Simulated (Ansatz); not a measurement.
BPt:
```
CELL_PARAMETERS angstrom
      3.71160     0.00000     0.00000
     -1.85580     3.21434     0.00000
      0.00000     0.00000     3.68809
ATOMIC_POSITIONS crystal
  Pt 0.33333 0.66667 0.25000
  Pt 0.66667 0.33333 0.75000
  B  0.00000 0.00000 0.00000
  B  0.00000 0.00000 0.50000
```

Relaxed with r²SCAN. Special points in fractions of this cell's reciprocal vectors: Γ (0.000, 0.000, 0.000); M (0.500, 0.000, 0.000); K (0.333, 0.333, 0.000); A (0.000, 0.000, 0.500); L (0.500, 0.000, 0.500); H (0.333, 0.333, 0.500).

Question: List the band energies nearest the Fermi level at these points for plane-wave PAW r²SCAN (Ansatz code).

Answer: In eV from the Fermi level; about four levels below and three above (degenerate sets whole), none deeper than 8.9 eV; points with the same levels are listed once.

| k | below | above |
|---|---|---|
| Γ | -3.23 -3.23 -2.09 -1.99 | 2.94 4.29 4.29 |
| M | -3.46 -3.09 -2.20 -1.45 | 0.06 4.08 4.66 |
| K | -2.99 -2.99 -2.93 -1.09 -0.59 | 4.49 6.29 6.29 |
| A | -2.38 -2.38 -2.38 -2.38 | 2.67 2.67 3.51 3.51 3.51 3.51 |
| L | -3.23 -3.23 -0.24 -0.24 | 3.48 3.48 6.91 6.91 |
| H | -3.14 -3.14 -0.26 -0.26 | 0.97 0.97 8.88 8.88 |

Space group P6_3/mmc (NiAs type). The workflow started from an entry of the Crystallography Open Database (COD). Its standing as an ambient phase is unchecked. The r²SCAN relaxation kept the symmetry of its start; its stability against distortions is not shown here. The run is not spin-polarised. Scalar-relativistic: spin–orbit coupling is off unless named, which matters more the heavier the elements.

Potentials: the later of the program's two PAW sets.
